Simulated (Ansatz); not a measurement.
Relaxed-ion elastic tensor of ReW (L1₀ or tetragonal B2, space group No. 123) in GPa (Voigt order), the program Ansatz at the PBEsol level (PAW); density 20.16 g/cm³, 15.24 Å³ per atom.

```json
[
 {"": "1", "1": "493", "2": "211", "3": "321", "4": "0.0", "5": "0.0", "6": "0.0"},
 {"": "2", "1": "211", "2": "493", "3": "321", "4": "0.0", "5": "0.0", "6": "0.0"},
 {"": "3", "1": "321", "2": "321", "3": "404", "4": "0.0", "5": "0.0", "6": "0.0"},
 {"": "4", "1": "0.0", "2": "0.0", "3": "0.0", "4": "137", "5": "0.0", "6": "0.0"},
 {"": "5", "1": "0.0", "2": "0.0", "3": "0.0", "4": "0.0", "5": "137", "6": "0.0"},
 {"": "6", "1": "0.0", "2": "0.0", "3": "0.0", "4": "0.0", "5": "0.0", "6": "59.3"}
]
```

**Question.** Is the crystal mechanically stable?

**Answer.** Yes: the smallest eigenvalue of C is 59.3 GPa.

**Question.** Work out the Voigt, Reuss and Hill averages.

**Answer.** K_V = 344, K_R = 344, K_H = 344; G_V = 103, G_R = 77.2, G_H = 89.9 GPa.

**Question.** Give Young's modulus, Poisson's ratio, Pugh's ratio and the universal anisotropy index.

**Answer.** E = 9KG/(3K + G) = 248 GPa; ν = 0.38; K/G = 3.83 (ductile by the Pugh limit of 1.75); A_U = 5G_V/G_R + K_V/K_R − 6 = 1.64.

**Question.** Estimate the sound speeds and the Debye temperature.

**Answer.** v_l = √((K + 4G/3)/ρ) = 4800 m/s, v_t = √(G/ρ) = 2110 m/s, mean 2380 m/s; Θ = (h/k)(3n/4πV)^(1/3) v_m = 286 K.

**Question.** How much does each axis shrink under pressure?

**Answer.** Linear compressibilities β_i = Σ_j S_ij (j = 1 to 3): x 1.1, y 1.1, z 0.80 per TPa.

Space group P4/mmm (L1₀ or tetragonal B2). A made-up cell: these elements were put on the sites of a structure type; neither database checked (COD, Materials Project) lists it. Its standing as an ambient phase is unchecked. Symmetry was held in the PBEsol relaxation; its stability against distortions is not shown here. The run is not spin-polarised. As this level gives no gap, shear constants depend on the k-mesh and smearing (Fermi–Dirac, 0.1 eV here). Scalar-relativistic: spin–orbit coupling is off unless named, which matters more the heavier the elements.

Potentials: the earlier of the program's two PAW sets. The files were generated under PBE; for other functionals the program regenerates the frozen cores, and for LDA and PBEsol the local potential too.
